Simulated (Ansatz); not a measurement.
Ni, simple cubic: geometry optimisation

Theory: DFT, BLYP, plane waves (420 eV) with PAW, scalar-relativistic (Ansatz). The PAW files were generated under PBE, with cores re-solved for the functional.

k-point mesh 14×14×14, Fermi-Dirac smearing 0.1 eV, no spin polarisation. Cell and atoms relax.

Starting structure:

```yaml
crystal:
  lattice:
    - [2.2775907947, 0.0, 0.0]
    - [0.0, 2.2775907947, 0.0]
    - [0.0, 0.0, 2.2775907947]
  atoms:
    - { symbol: Ni, position: [0.0, 0.0, 0.0] }
hamiltonian:
  xc: blyp
  pseudopotentials:
    kind: paw
    azcp:
      Ni: "pseudopotentials/Ni.paw.azcp"
basis:
  ecutwfc: 420
  fft_grid_basis: typed
kpoints:
  mp_grid: { grid: [14, 14, 14], shift: [0, 0, 0] }
magnetization:
  spin_polarized: false
scf:
  occupations: { method: fermi_dirac, width: 0.1 }
relax:
  max_steps: 60
  f_tol: 0.01
  cell: {}
```

Q: What cell does the relaxation end in?

A: Pm-3m with a = 2.367 Å; 13.26 Å³ per atom against 11.81 at the start (12.2 %).

Q: How much energy does the relaxation gain?

A: 76.1 meV per atom.

Spin polarisation is off here; a magnetic state may lie lower.
